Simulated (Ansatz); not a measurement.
Data:

AlIr:
```
AlIr
1.0
    1.42719    -4.80641     0.00000
    1.42719     4.80641     0.00000
    0.00000     0.00000     4.20238
Al Ir
2 2
Direct
  0.65008   0.34992   0.25000
  0.34992   0.65008   0.75000
  0.91187   0.08813   0.25000
  0.08813   0.91187   0.75000
```

This is the PBEsol-relaxed structure.

Q: All from the program Ansatz at the PBEsol level (PAW), unless another level is named. Predict the formation energy from the elements (no fitted shifts).

A: -0.53 eV/atom.

Q: And the density of states at the Fermi level?

A: 0.62 states/eV per atom (mean over ±0.08 eV).

Space group Cmcm. The start of the workflow was typed in or built on a structure type; neither database checked (COD, Materials Project) lists it. Whether it is the stable phase at ambient conditions was not checked. Symmetry was held in the PBEsol relaxation; its stability against distortions is not shown here. No spin polarisation was allowed. The references are the lowest solids computed at this level, not always the standard phases. Scalar-relativistic: spin–orbit coupling is off unless named, which matters more the heavier the elements.

Potentials: the later of the program's two PAW sets.
